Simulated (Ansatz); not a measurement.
Polymorphs of ZrTa, each relaxed with DFT-PBE in the program Ansatz with PAW potentials:

A: CsCl type (Pm-3m)
a = b = c = 3.441 Å, α = β = γ = 90.00°

| atom | site | symmetry | x | y | z |
|---|---|---|---|---|---|
| Ta | 1a | m-3m | 0.0000 | 0.0000 | 0.0000 |
| Zr | 1b | m-3m | 0.5000 | 0.5000 | 0.5000 |

B: rock salt (Fm-3m)
a = 5.6599 Å, b = 5.6599 Å, c = 5.6599 Å, α = 90.00°, β = 90.00°, γ = 90.00°

| atom | site | symmetry | x | y | z |
|---|---|---|---|---|---|
| Ta | 4a | m-3m | 0.0000 | 0.0000 | 0.0000 |
| Zr | 4b | m-3m | 0.5000 | 0.5000 | 0.5000 |

Task: Rank these by energy per atom at 0 K (lowest first), as PBE gives it.

Result: A (+0 meV/atom), B (+951 meV/atom)

Typed or built starts, not in the databases checked: A; B. All cells were relaxed under the symmetry of their starts (and spin orders); stability against distortions was not tested throughout. Rows with no word on spin ran without spin polarisation. Spin–orbit coupling is left out wherever it is not named.

Energies hold the estimated change up to a 700 eV cutoff; steps of a few meV lie near the error of the meshes.

Potentials: the later of the program's two PAW sets.
